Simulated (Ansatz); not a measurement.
The relaxed structure here is a generated cell of GaPt: the first start was made by a random draw of sites in a space group, and the end was not matched to a known phase here, so it may be hypothetical.

A relaxed cell of GaPt (P6/mmm (No. 191)), relaxed on a k-mesh at least as fine as the one used below. All values below come from PBE (plane waves to 420 eV, PAW, scalar-relativistic; Ansatz, a program for electronic structure). Γ-centred k-mesh 9×9×4 on the run's cell (coarser than for final values), Fermi–Dirac smearing 0.05 eV.

```
GaPt
1.0
    4.40054     0.00000     0.00000
   -2.20027     3.81098     0.00000
    0.00000     0.00000    10.16410
Ga Pt
4 4
Direct
  0.00000   0.00000   0.37306
  0.00000   0.00000   0.87306
  0.00000   0.00000   0.12694
  0.00000   0.00000   0.62694
  0.33333   0.66667   0.00000
  0.33333   0.66667   0.50000
  0.66667   0.33333   0.00000
  0.66667   0.33333   0.50000
```

The atoms are displaced by (Å):

```
atom      ux      uy      uz
----  ------  ------  ------
Ga1    0.048   0.089  -0.072
Ga2    0.067  -0.105  -0.001
Ga3   -0.062   0.007   0.026
Ga4   -0.016   0.138  -0.050
Pt5    0.002  -0.049  -0.063
Pt6   -0.050   0.000   0.042
Pt7    0.024   0.062   0.034
Pt8    0.198   0.048  -0.050
```

What forces (eV/Å) and pressure result?


```csv
atom,Fx,Fy,Fz
Ga1,0.12,-0.10,0.58
Ga2,0.01,0.17,-0.27
Ga3,-0.02,0.02,-0.66
Ga4,0.22,-0.29,0.50
Pt5,0.42,1.14,-0.03
Pt6,4.18,2.35,0.05
Pt7,-0.40,-1.28,0.23
Pt8,-4.52,-2.01,-0.41
```

Pressure +2.2 GPa.

Estimate the energy cost of the displacement in the harmonic approximation and compare with the calculation.

For a harmonic well ΔE = −½ Σ F·u = 0.728 eV a cell, or 91 meV/atom. The calculated energy relative to the undisplaced cell is +0.08 eV/atom, so the harmonic estimate holds well.

The undisplaced cell is probably no minimum: from this displacement the run went on to Cmc2₁ (No. 36), 0.47 eV/atom below it.

No spin polarisation in the result.
